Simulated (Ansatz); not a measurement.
The start is a randomly generated symmetric cell of Al (space group No. 225). A full variable-cell relaxation at zero pressure is run with r2SCAN (plane waves to 500 eV, PAW, scalar-relativistic; Ansatz, a quantum-chemistry and plane-wave program). First-step values are on the input's coarse k-mesh.

Ansatz input (later rounds restart from its end on a renewed k-mesh):
Ansatz 0.2 input:
```yaml
crystal:
  lattice:
    - [0, 3.1471575, 3.1471575]
    - [3.1471575, 0, 3.1471575]
    - [3.1471575, 3.1471575, 0]
  atoms:
    - { symbol: Al, position: [0.25, 0.25, 0.25] }
    - { symbol: Al, position: [0.75, 0.75, 0.75] }
    - { symbol: Al, position: [0.5, 0.5, 0.5] }
basis: { ecutwfc: 500, ecutrho_ratio: 4, xc_grid: 4, fft_grid_basis: typed }
kpoints: { mp_grid: { grid: [9, 9, 9] } }
hamiltonian:
  xc: r2scan
  dispersion: none
  pseudopotentials: { azcp: { folder: ./paw }, kind: paw }
scf: { occupations: { method: fermi_dirac, width: 0.05 } }
relax: { f_tol: 0.01, max_steps: 100, cell: { stress_tol: 0.02 } }
output: { forces: true, stress: true }
```

### Question
How large is the pressure on the unrelaxed cell, and of which sign?

### Answer
-3.6 GPa (negative: the cell is under tension).

### Question
By how much does the energy per atom fall from start to end?

### Answer
0.01 eV/atom.

### Question
How does the volume change?

### Answer
-5.8 %, from 20.78 to 19.58 Å³/atom.

### Question
How do the shortest distances between atoms change?

### Answer
The closest pairs of elements (up to four, under 3.6 Å), start → end: Al–Al 2.73 → 2.67 Å.

### Question
What band gap does the relaxed structure have at this level?

### Answer
Zero (metallic).

The space group stays Fm-3m (No. 225) (the run could not lower it), with 3 atoms in the primitive cell. Final values are on a 13×13×13 k-mesh of the relaxed cell. No spin polarisation in the result.

The run could not lose the symmetry of its start: the end is stationary, and may be a saddle point rather than a minimum.

All atoms sit on sites fixed by symmetry, so only the cell could relax.

The relaxed structure here is a generated cell of Al: the first start was made by a random draw of sites in a space group, and the end was not matched to a known phase here, so it may be hypothetical. A known form of Al has the same space group but another cell.
